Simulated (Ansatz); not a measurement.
All numbers below come from DFT PBE, scalar-relativistic, plane waves, PAW (Ansatz). Settings: cutoff 420 eV, Γ-centred meshes spaced at most about 0.3 Å⁻¹, and about 0.25 Å⁻¹ or finer for metals (2π included), Gaussian smearing. No spin polarisation in the final relaxations.

Temperature and zero-point effects are left out.

Two forms of Zn₂S were relaxed alike.

A. Space group Fd-3m (No. 227), cubic, a = 7.340 Å. Zn has 6 Zn at 2.60 Å and 6 S at 3.04 Å; S is surrounded by 12 Zn at 3.04 Å and 4 S at 3.18 Å.

B. Space group P4/mmm (No. 123), tetragonal, a = 2.597 Å, c = 7.915 Å. Around Zn lie 1 S at 2.58 Å and 5 Zn at 2.60–2.75 Å; around S lie 2 Zn at 2.58 Å and 4 S at 2.60 Å.

Question: Which form is favoured at zero pressure, and by what margin per atom?

Answer: B is lower, by 36 meV/atom. A has space group Fd-3m (No. 227), 16.5 Å³/atom and no gap on its mesh; B has space group P4/mmm (No. 123), 17.8 Å³/atom and no gap. Counting S atoms around Zn (those within 1.25 times the shortest such distance or 1.15 times the sum of covalent radii, 1.27 where that leaves under three; the shortest distance is added where it exceeds 1.18 times the sum of covalent radii), A has Zn 6 from 3.0 Å and B has Zn 1. The lower one is the more open, so pressure narrows the difference. Even the lower one lies +0.21 eV/atom against the reference forms of the elements (uncorrected), so neither is stable at this level. Both come from invented guesses. A third cell relaxed alike, in P4/nmm, lies 0.39 eV/atom below the lower of the two.

Cells relaxed within their symmetry can be saddle points.
